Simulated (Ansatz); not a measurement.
The relaxed structure here is a generated cell of MnSi: the first start was made by a random draw of sites in a space group, and the end was not matched to a known phase here, so it may be hypothetical. Known forms of MnSi include space group No. 198.

The end point of a relaxation of MnSi. Space group Cmmm (No. 65). Level of theory: PBE (plane waves to 420 eV, PAW, scalar-relativistic; Ansatz, an electronic-structure program).

```cif
data_Mn6Si6
_chemical_formula_sum 'Mn6 Si6'
_space_group_name_H-M_alt 'Cmmm'
_space_group_IT_number 65
_space_group_name_Hall '-C 2 2'
_cell_length_a 7.79161
_cell_length_b 8.24474
_cell_length_c 2.89529
_cell_angle_alpha 90.000
_cell_angle_beta 90.000
_cell_angle_gamma 90.000
loop_
_space_group_symop_operation_xyz
  'x, y, z'
  '-x, -y, -z'
  '-x, -y, z'
  'x, y, -z'
  'x, -y, -z'
  '-x, y, z'
  '-x, y, -z'
  'x, -y, z'
  'x+1/2, y+1/2, z'
  '-x+1/2, -y+1/2, -z'
  '-x+1/2, -y+1/2, z'
  'x+1/2, y+1/2, -z'
  'x+1/2, -y+1/2, -z'
  '-x+1/2, y+1/2, z'
  '-x+1/2, y+1/2, -z'
  'x+1/2, -y+1/2, z'
loop_
_atom_site_label
_atom_site_type_symbol
_atom_site_symmetry_multiplicity
_atom_site_Wyckoff_symbol
_atom_site_fract_x
_atom_site_fract_y
_atom_site_fract_z
_atom_site_occupancy
Mn1 Mn 4 e 0.25000 0.25000 0.00000 1
Mn2 Mn 2 b 0.00000 0.50000 0.00000 1
Si1 Si 2 d 0.50000 0.50000 0.50000 1
Si2 Si 4 j 0.50000 0.21503 0.50000 1
```
(The calculation used a cell of 6 atoms; values per cell refer to that cell.)

Question: Estimate the magnetic moment that PBE returns for this input.

Answer: Net 1.36 μB/atom, ferromagnetic.

Spin state reached: ferromagnetic (net 1.36 μB/atom), from parallel starting moments; other spin orders were not run from this start.

The run could not lose the symmetry of its start: the end is stationary, and may be a saddle point rather than a minimum.
